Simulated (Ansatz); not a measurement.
An Ansatz (a first-principles code) run. Input:

Ansatz 0.2 input:
```yaml
crystal:
  lattice:
    - [5.1801126589, 0.0, 0.0]
    - [-2.5900563295, 4.4861091571, 0.0]
    - [0.0, 0.0, 2.893791757]
  atoms:
    - { symbol: Ta, position: [0.0, 0.0, 0.0] }
    - { symbol: Ta, position: [0.3333333333, 0.6666666667, 0.5] }
    - { symbol: Ta, position: [0.6666666667, 0.3333333333, 0.5] }
    - { symbol: N, position: [0.3933062811, 0.0, 0.0] }
    - { symbol: N, position: [0.6066937189, 0.6066937189, 0.0] }
    - { symbol: N, position: [0.0, 0.3933062811, 0.0] }
kpoints:
  mp_grid: { grid: [7, 7, 10] }
  band_path:
    path:
      - [[0.0, 0.0, 0.0], [0.5, 0.0, 0.0], [0.3333333333, 0.3333333333, 0.0], [0.0, 0.0, 0.0], [0.0, 0.0, 0.5], [0.5, 0.0, 0.5], [0.3333333333, 0.3333333333, 0.5], [0.0, 0.0, 0.5]]  # Γ-M-K-Γ-A-L-H-A
      - [[0.5, 0.0, 0.5], [0.5, 0.0, 0.0]]  # L-M
      - [[0.3333333333, 0.3333333333, 0.5], [0.3333333333, 0.3333333333, 0.0]]  # H-K
    npoints: 8
basis: { xc_grid: 2 }
hamiltonian:
  xc: pbesol
  pseudopotentials: { azcp: { folder: ./paw }, kind: paw_fr }
magnetization: { noncollinear: true, spin_orbit: true }
scf:
  n_extra_bands: 12
  convergence: { dr2_threshold: 0.0000000001 }
  occupations: { method: gaussian, width: 0.05 }
output: { eigenvalues: true }
```

Output (shortened):

```
Pseudopotentials: kind: paw_fr
Pseudopotential: Ta, paw, valence charge 13
Pseudopotential: N, paw, valence charge 5
Functional definition: PBEsol
non-collinear run that drives no moment, with spin-orbit …
Crystal: 6 atoms, lattice volume = 67.248 Å³
Basis set: ecut = 420 eV, 1287 PW (Γ), exchange–correlation on 72×72×40 points (8 copies of the dense FFT grid, shifted against one another)
Bands: 66, of which v1, the nominal top of the filled ones, is band 54 counted from 1 (53 counted from 0)
Symmetry: 12 space group operations + 12 with time reversal
k-points: 48 of 490 (time reversal used)
Projection manifold: j_resolved (fully-relativistic pseudo-atomic orbitals)
PAW frozen core: Ta, regenerated for the run's functional, and the local potential with it
PAW frozen core: N, regenerated for the run's functional, and the local potential with it
Initial density: superposition of atomic densities (chi_scale 0.1, normalization cell, long waves kept (reshape's long-wave potential 0.01 eV rms))
Initial wavefunctions: pseudopotential atomic-orbital guess
Eigensolver: davidson
Functional: x = pbesol(κ = 0.804, μ = 0.12345679012345678), c = pbesol(β = 0.046)
SCF iter   1: F=—  HF=-30632.800030 eV  |F-HF|=—  |Δ(HF+E_count)|=         —  Δρ=6.52e-2  dr2=3.60e0  dr2_m=0.00e0 (ungated)  ethr=3.10e-3  |M|=0.00e0 ∫|m|=0.00e0 μB  |m|>n=0.0e0 m-floor=0.0e0 τ_xc=0.0e0  β_m=0.30  ⟨swp⟩=5.6  Hψ=15228  notcnv=0  defer=12
all-band conjugate gradients solve this SCF's bands
preconditioner: auto → Kerker (q_TF=auto, 2.630 Å⁻¹)
spin=Noncollinear: Kerker preconditioning applied to the charge; magnetization (m_x, m_y, m_z) channels mix plain (no charge-response kernel on spin).
SCF iter   2: F=—  HF=-30632.313282 eV  |F-HF|=—  |Δ(HF+E_count)|=   4.87e-1  Δρ=4.26e-2  dr2=1.33e0  dr2_m=0.00e0 (ungated)  ethr=3.10e-3  |M|=0.00e0 ∫|m|=0.00e0 μB  |m|>n=0.0e0 m-floor=0.0e0 τ_xc=0.0e0  β_m=0.51  ⟨swp⟩=2.0  Hψ=4780  notcnv=0  defer=269
SCF iter   3: F=—  HF=-30632.086802 eV  |F-HF|=—  |Δ(HF+E_count)|=   2.26e-1  Δρ=1.49e-2  dr2=8.84e-2  dr2_m=0.00e0 (ungated)  ethr=2.46e-3  |M|=0.00e0 ∫|m|=0.00e0 μB  |m|>n=0.0e0 m-floor=0.0e0 τ_xc=0.0e0  β_m=0.69  ⟨swp⟩=2.0  Hψ=4303  notcnv=0  defer=275
SCF iter   4: F=—  HF=-30632.072844 eV  |F-HF|=—  |Δ(HF+E_count)|=   1.40e-2  Δρ=2.58e-3  dr2=4.60e-3  dr2_m=0.00e0 (ungated)  ethr=1.64e-4  |M|=0.00e0 ∫|m|=0.00e0 μB  |m|>n=0.0e0 m-floor=0.0e0 τ_xc=0.0e0  β_m=0.79  ⟨swp⟩=2.3  Hψ=4034  notcnv=0  defer=277
SCF iter   5: F=—  HF=-30632.071982 eV  |F-HF|=—  |Δ(HF+E_count)|=   8.61e-4  Δρ=8.46e-4  dr2=4.83e-4  dr2_m=0.00e0 (ungated)  ethr=8.52e-6  |M|=0.00e0 ∫|m|=0.00e0 μB  |m|>n=0.0e0 m-floor=0.0e0 τ_xc=0.0e0  β_m=0.90  ⟨swp⟩=1.9  Hψ=3126  notcnv=0  defer=277
SCF iter   6: F=—  HF=-30632.071868 eV  |F-HF|=—  |Δ(HF+E_count)|=   1.15e-4  Δρ=1.76e-4  dr2=2.50e-5  dr2_m=0.00e0 (ungated)  ethr=8.94e-7  |M|=0.00e0 ∫|m|=0.00e0 μB  |m|>n=0.0e0 m-floor=0.0e0 τ_xc=0.0e0  β_m=0.95  ⟨swp⟩=2.2  Hψ=4119  notcnv=0  defer=277
SCF iter   7: F=—  HF=-30632.071862 eV  |F-HF|=—  |Δ(HF+E_count)|=   6.09e-6  Δρ=3.81e-5  dr2=1.01e-6  dr2_m=0.00e0 (ungated)  ethr=4.63e-8  |M|=0.00e0 ∫|m|=0.00e0 μB  |m|>n=0.0e0 m-floor=0.0e0 τ_xc=0.0e0  β_m=0.97  ⟨swp⟩=2.0  Hψ=4332  notcnv=0  defer=277
SCF iter   8: F=—  HF=-30632.071862 eV  |F-HF|=—  |Δ(HF+E_count)|=   4.74e-7  Δρ=7.18e-6  dr2=3.66e-8  dr2_m=0.00e0 (ungated)  ethr=1.87e-9  |M|=0.00e0 ∫|m|=0.00e0 μB  |m|>n=0.0e0 m-floor=0.0e0 τ_xc=0.0e0  β_m=0.99  ⟨swp⟩=2.0  Hψ=4359  notcnv=0  defer=277
SCF iter  10: F=-30632.071862 eV  HF=-30632.071862 eV  |F-HF|=1.82e-11  |Δ(HF+E_count)|=  6.55e-11  Δρ=1.50e-7  dr2=9.72e-12  dr2_m=0.00e0 (ungated)  ethr=1.00e-12  |M|=0.00e0 ∫|m|=0.00e0 μB  |m|>n=0.0e0 m-floor=0.0e0 τ_xc=0.0e0  ⟨swp⟩=10.6  Hψ=10176  notcnv=0…
SCF 1 converged in 10 iterations: F = -30632.071862 eV  dr2 = 9.72e-12
NSCF: frozen V_eff on 75 k-points
SCF converged after 10 iterations
Magnetization: |M| = 0.0000 μB,  M = (+0.0000, +0.0000, +0.0000) μB
Absolute magnetization: 0.0000 μB (∫|m|)
  site 0: m = (+0.0000, +0.0000, +0.0000) μB, |m| = 0.0000 μB  (R = 0.84 Å)
  site 1: m = (+0.0000, +0.0000, +0.0000) μB, |m| = 0.0000 μB  (R = 0.89 Å)
  site 2: m = (+0.0000, +0.0000, +0.0000) μB, |m| = 0.0000 μB  (R = 0.89 Å)
  site 3: m = (+0.0000, +0.0000, +0.0000) μB, |m| = 0.0000 μB  (R = 0.84 Å)
  site 4: m = (+0.0000, +0.0000, +0.0000) μB, |m| = 0.0000 μB  (R = 0.84 Å)
  site 5: m = (+0.0000, +0.0000, +0.0000) μB, |m| = 0.0000 μB  (R = 0.84 Å)
Free energy (F): -30632.071862 eV
Harris-Foulkes:  -30632.071862 eV  (|F-HF|=1.82e-11)
Internal energy: -30632.071029 eV  (E = F + TS)
E sigma→0 (E₀):  -30632.071446 eV
Entropy (-TS):   -0.000833 eV (-0.139 meV/atom)
Fermi energy:    19.684146 eV
--- Per-component energies (eV) ---
  E_band       = -225.448535
  E_kinetic    = 1559.028187
  E_local      = -1972.720001  (includes V_loc(G=0)·N_el)
  E_nonlocal   = 83.083070
  E_hartree    = 704.828231
  E_xc         = -1129.983742
  E_vxc        = -922.206855  (∫ρ·V_xc dr)
  E_paw        = -24976.847781  (= ΣΔE_a)
  E_vpaw       = -382.292134  (= ΣTr[D̂ρ^β])
  E_aug_tail   = 0.002731  (compensation charges beyond the density's cutoff)
  E_ewald      = -4900.202714
  E_core_change = 0.740989  (= ΣΔE_core)
  E_smearing   = -0.000833  (= −TS)
  E_closure    = 0.000000  (closes the sum)
  Σ components = -30632.071862   (vs F -30632.071862, Δ=0.00e0)
  [band-id]    e_kinetic+e_local+e_nonlocal+2·e_hartree+e_vxc+e_vpaw+e_augmentation_tail = -225.448541   (vs E_band -225.448535, Δ=-5.80e-6)
--- Band table (eV; the first three rows and the last of 48) ---
  k-point 0: bands = ["-49.4101", "-49.4101", "-49.3620", "-49.3620", "-48.7813", "-48.7813", "-22.3687", "-22.3687", "-22.2233", "-22.2233", "-21.6861", "-21.6861", "-14.0771", "-14.0771", "-13.6471", "-13.6471", "-13.5005", "-13.5005", "-13.4245", "-13.4245", "-13.1493", "-13.1493", "-12.6886", "-12.6886", "1.3211", "1.3211", "3.9126", "3.9126", "4.3652", "4.3652", "10.2197", "10.2197", "12.8120", "12.8120", "13.1632", "13.1632", "13.2835", "13.2835", "13.8765", "13.8765", "13.9499", "13.9499", "14.6020", "14.6020", "14.6866", "14.6866", "15.4444", "15.4444", "16.3970", "16.3970", "17.7529", "17.7529", "18.6055", "18.6055", "18.9534", "18.9534", "20.2121", "20.2121", "20.4732", "20.4732", "21.4496", "21.4496", "21.5743", "21.5743", "21.9242", "21.9242"]
  k-point 1: bands = ["-49.4053", "-49.4053", "-49.3574", "-49.3574", "-48.7772", "-48.7772", "-22.3783", "-22.3783", "-22.2357", "-22.2357", "-21.6967", "-21.6967", "-14.0564", "-14.0564", "-13.6260", "-13.6260", "-13.5638", "-13.5638", "-13.4977", "-13.4977", "-13.1492", "-13.1492", "-12.7475", "-12.7475", "1.5209", "1.5209", "3.8696", "3.8696", "4.2878", "4.2910", "10.5603", "10.5603", "12.6371", "12.6371", "13.0538", "13.1244", "13.3476", "13.3476", "13.7672", "13.7672", "13.8344", "13.9040", "14.5594", "14.5594", "14.6009", "14.6882", "14.9058", "14.9058", "16.7446", "16.7446", "18.1270", "18.2305", "18.2305", "18.3726", "18.4686", "18.4686", "20.8282", "20.8282", "20.8434", "20.9668", "21.5304", "21.6376", "21.7365", "21.7365", "21.9084", "21.9084"]
  k-point 2: bands = ["-49.3929", "-49.3929", "-49.3455", "-49.3455", "-48.7666", "-48.7666", "-22.4042", "-22.4042", "-22.2693", "-22.2693", "-21.7251", "-21.7251", "-14.0017", "-14.0017", "-13.7240", "-13.7240", "-13.6811", "-13.6811", "-13.5675", "-13.5675", "-13.1518", "-13.1518", "-12.8965", "-12.8965", "2.0608", "2.0608", "3.7543", "3.7543", "4.0828", "4.0879", "11.4788", "11.4788", "12.2150", "12.2150", "12.5572", "12.6382", "13.2249", "13.2249", "13.5629", "13.5629", "13.7805", "13.8600", "14.3186", "14.3371", "14.3371", "14.4294", "14.4334", "14.4334", "17.7406", "17.7587", "17.7587", "17.9628", "17.9628", "18.0300", "19.3727", "19.3727", "21.0088", "21.2154", "21.2154", "21.3508", "21.5661", "21.8225", "21.9179", "21.9179", "22.2307", "22.2307"]
  k-point 47: bands = ["-49.3414", "-49.3414", "-49.3329", "-49.3329", "-48.7387", "-48.7387", "-22.4312", "-22.4312", "-22.4103", "-22.4103", "-21.8024", "-21.8024", "-14.1632", "-14.1632", "-14.1334", "-14.1334", "-13.6374", "-13.6374", "-13.5556", "-13.5556", "-13.2234", "-13.2234", "-13.1855", "-13.1855", "3.1510", "3.1510", "3.7823", "3.7823", "3.9502", "3.9502", "11.2153", "11.2153", "11.7184", "11.7184", "12.1076", "12.1076", "12.2606", "12.2606", "12.7163", "12.7163", "13.0919", "13.0919", "13.1638", "13.1638", "15.5465", "15.5465", "15.6822", "15.6822", "16.7677", "16.7677", "17.5555", "17.5555", "17.9939", "17.9939", "21.9169", "21.9169", "21.9919", "21.9919", "22.1403", "22.1403", "22.3833", "22.3833", "22.8457", "22.8457", "23.5963", "23.5963"]
  band table: 66 of 66 bands, residual norms ≤ 1.0e-3 eV
```

Cost: roughly 100 core-seconds on shared cores.

Space group P-62m. The cell was relaxed with PBEsol under the symmetry of its start. The run is not spin-polarised.

Potentials: the earlier of the program's two PAW sets. The files were generated under PBE; for other functionals the program regenerates the frozen cores, and for LDA and PBEsol the local potential too.

Ansatz is a plane-wave DFT program.
